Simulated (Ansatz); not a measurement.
SrTiO3: deformation potentials from a series

```yaml
crystal:
  lattice:
    - [3.90500, 0.00000, 0.00000]
    - [0.00000, 3.90500, 0.00000]
    - [0.00000, 0.00000, 3.90500]
  atoms:
    - { symbol: Sr, position: [0.00000, 0.00000, 0.00000] }
    - { symbol: Ti, position: [0.50000, 0.50000, 0.50000] }
    - { symbol: O, position: [0.00000, 0.50000, 0.50000] }
    - { symbol: O, position: [0.50000, 0.00000, 0.50000] }
    - { symbol: O, position: [0.50000, 0.50000, 0.00000] }
```

Atom numbers follow the list: Sr1, Ti2, O3, O4, O5.

The cell is COD entry 7212245, as deposited and not checked against the literature; nothing was relaxed.

The calculation used DFT, PBEsol, all-electron LAPW, scalar-relativistic in Ansatz 0.2.0.

Sampling and basis: a Γ-centred 7×7×7 k mesh, Fermi–Dirac smearing of 0.05 eV, basis error target 1 meV/atom, no spin polarisation.

The cell is scaled evenly. Fractional coordinates are held (clamped ions).

The valence-band top of this crystal doesn't lie at Γ but 0.35 eV above the top filled level there.

Only quantities that a quadratic follows smoothly over the whole series are listed; rougher ones are left out.

```tsv
ln(V/Vcell)	direct gap at Γ (eV)	smallest gap on mesh and path (eV)
-0.0619	2.238	1.933
-0.0408	2.220	1.898
-0.0202	2.200	1.863
-0.0101	2.189	1.845
0.0000	2.178	1.828
0.0100	2.166	1.810
0.0198	2.154	1.792
0.0583	2.103	1.721
```

Task: Fit the series and give the slopes at zero strain.

Result: Least-squares fits y = p0 + p1 x + p2 x² to the rows give direct gap at Γ (eV): p1 = -1.14, p2 = -2.6; smallest gap on mesh and path (eV): p1 = -1.77, p2 = -1.1. So dEg/dln V = -1.1 eV for the direct gap at Γ, which isn't the fundamental gap here: that one has dEg/dln V = -1.8 eV. Semilocal gaps are too small, but their slopes carry over better.

Task: One run, at ln(V/Vcell) = 0.0392, is withheld. Predict its row.

Result: The fits give 2.129, 1.757; the run gave 2.129, 1.757.
